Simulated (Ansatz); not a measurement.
## Guessed and relaxed cells of SrIn4O3

Recipe of this trial structure of SrIn4O3: random cell by space group and Wyckoff sites (Im-3m, No. 229). Lengths were set from tabulated atomic sizes, so they are only a guess.

start:

Space group Im-3m (No. 229). a = 7.090 Å, b = 7.090 Å, c = 7.090 Å, α = 90.00°, β = 90.00°, γ = 90.00°
| atom | site | symmetry | x | y | z |
| --- | --- | --- | --- | --- | --- |
| Sr | 2a | m-3m | 0.0000 | 0.0000 | 0.0000 |
| In | 8c | .-3m | 0.2500 | 0.2500 | 0.2500 |
| O | 6b | 4/mm.m | 0.5000 | 0.0000 | 0.0000 |

These are results of DFT PBE, scalar-relativistic, plane waves, PAW in Ansatz 0.2.0, not measurements. Cutoff 420 eV, Gaussian smearing, Γ-centred meshes. Cell and atoms relax first on a coarse mesh and then on a finer one. In between, the cell is made exact in the group found at 0.06 Å. In metals the finer mesh still leaves noise of several meV/atom or more. The steps can't lower the symmetry of their start. No spin polarisation in the relaxation; trial moments died out in a coarse test.

end:

Space group Im-3m (No. 229). a = 6.879 Å, b = 6.879 Å, c = 6.879 Å, α = 90.00°, β = 90.00°, γ = 90.00°
```json
{"atom": "Sr", "site": "2a", "symmetry": "m-3m", "x": "0.0000", "y": "0.0000", "z": "0.0000"}
{"atom": "In", "site": "8c", "symmetry": ".-3m", "x": "0.2500", "y": "0.2500", "z": "0.2500"}
{"atom": "O", "site": "6b", "symmetry": "4/mm.m", "x": "0.5000", "y": "0.0000", "z": "0.0000"}
```

The symmetry stays Im-3m (No. 229). The volume per atom shrinks by 8.7 %, from 22.3 to 20.3 Å³. The shortest distance goes from 3.07 Å (In–O and Sr–In) to 2.98 Å (In–O and Sr–In).

| Quantity | Value |
| --- | --- |
| Volume per atom | 20.35 Å³ |
| Density | 6.07 g/cm³ |
| Formation energy | +0.05 eV/atom |
| Gap on the 8×8×8 mesh of the 8-atom cell | 0 eV (a metal) |

The zero of energy is the elements' standard structures at the same level (O₂ as a molecule); no fitted shifts are applied. The separate elements lie lower, so it is unstable against them.

The last run used Gaussian smearing of 0.10 eV. A structure relaxed within its symmetry needn't be a true minimum. In all, the 3 runs took 3 min on 1 thread of Intel(R) Xeon(R) Processor @ 2.50GHz (Skylake/Cascade Lake), on a shared host.
